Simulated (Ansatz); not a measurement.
## MgCd₂Te₂Mo₂O₁₂, one structure, two calculations

Cell: a computed structure from the Materials Project (it need not be an observed phase).

```cif
data_MgCd2Te2Mo2O12
_symmetry_space_group_name_H-M 'P-4'
_symmetry_Int_Tables_number 81
_cell_length_a 5.3429
_cell_length_b 5.3429
_cell_length_c 10.3929
_cell_angle_alpha 90.000
_cell_angle_beta 90.000
_cell_angle_gamma 90.000
loop_
_atom_site_label
_atom_site_type_symbol
_atom_site_symmetry_multiplicity
_atom_site_Wyckoff_symbol
_atom_site_fract_x
_atom_site_fract_y
_atom_site_fract_z
Mg Mg 1 c 0.5000 0.5000 0.0000
Cd2 Cd 1 b 0.0000 0.0000 0.5000
Cd3 Cd 1 d 0.5000 0.5000 0.5000
Te Te 2 g 0.0000 0.5000 0.2697
Mo Mo 2 g 0.5000 0.0000 0.2193
O8 O 4 h 0.3588 0.2357 0.1114
O12 O 4 h 0.2653 0.7875 0.3064
O16 O 4 h 0.1989 0.3068 0.3875
```

One atom of each set is listed.

First run. The numbers come from a DFT calculation in Ansatz (PBE, plane waves and PAW, scalar-relativistic, collinear spin, 420 eV cutoff, Γ-centred 6×6×4 k-points, Fermi–Dirac smearing 0.05 eV). Start moments as typed (μB): 1 on each Mo, none on the rest.

```json
{"site": "Mg", "V_zz (10²¹ V/m²)": "-0.079", "η": "0.00", "m (μB)": "0.00"}
{"site": "Cd2", "V_zz (10²¹ V/m²)": "0.84", "η": "0.00", "m (μB)": "0.00"}
{"site": "Cd3", "V_zz (10²¹ V/m²)": "1.34", "η": "0.00", "m (μB)": "0.00"}
{"site": "Te", "V_zz (10²¹ V/m²)": "-42.4", "η": "0.48", "m (μB)": "0.01"}
{"site": "Mo", "V_zz (10²¹ V/m²)": "1.75", "η": "0.88", "m (μB)": "0.42"}
{"site": "O8", "V_zz (10²¹ V/m²)": "-3.37", "η": "0.91", "m (μB)": "0.04"}
{"site": "O12", "V_zz (10²¹ V/m²)": "7.28", "η": "0.49", "m (μB)": "0.01"}
{"site": "O16", "V_zz (10²¹ V/m²)": "10.35", "η": "0.32", "m (μB)": "0.00"}
```

Second run. The same atoms and settings, except that the functional is r2SCAN and the cutoff is 500 eV.

Q: What does the second run give?

A: 

| site | V_zz | η | change of V_zz | m (μB) |
| --- | --- | --- | --- | --- |
| Mg | -0.033 | 0.00 | +0.05 | 0.00 |
| Cd2 | 0.94 | 0.00 | +0.10 | 0.00 |
| Cd3 | 1.51 | 0.00 | +0.17 | 0.00 |
| Te | -46.3 | 0.49 | -3.90 | 0.01 |
| Mo | 3.10 | 0.10 | +1.35 | 0.45 |
| O8 | -4.22 | 0.66 | -0.85 | 0.04 |
| O12 | 7.64 | 0.51 | +0.36 | 0.01 |
| O16 | 10.86 | 0.24 | +0.51 | 0.00 |

The largest change of V_zz is on Te, from -42.4 to -46.3. In per cent, |V_zz| changes by +9 on Te, +5 to +25 on O (all sites that start above 2). Where |V_zz| stays above 0.1, η moves most on Mo, from 0.88 to 0.10.

The run finds no gap above 0.1 eV (a metal, or nearly one), so the gradients can move by 10 % or more with the k-mesh. Without spin–orbit coupling the gradients at and beside Te can be off by some per cent, at some sites by more. Semilocal functionals can leave a metal where correlation in the d or f shell opens a gap in the real compound, and that would change the values at and beside Mo. All moments are parallel here, as the start or the cell imposes; many such compounds order antiparallel, where fields and spin densities carried over to other atoms largely cancel. The magnetic order is the one that the run reached from its start moments, not necessarily the measured one (the real compound may not order at all).
For the first run: The largest force is 1.1 eV/Å, so the atoms aren't at the calculated equilibrium and relaxing them would move these values.
For the second run: At this cell the r2SCAN pressure is -7 GPa, so with r2SCAN the cell would shrink if it were relaxed. The entry's cell may itself be off. The largest force is 1.2 eV/Å, so the atoms aren't at the calculated equilibrium and relaxing them would move these values. The program didn't check the stability of this electronic state in full, so a lower one may lie near.
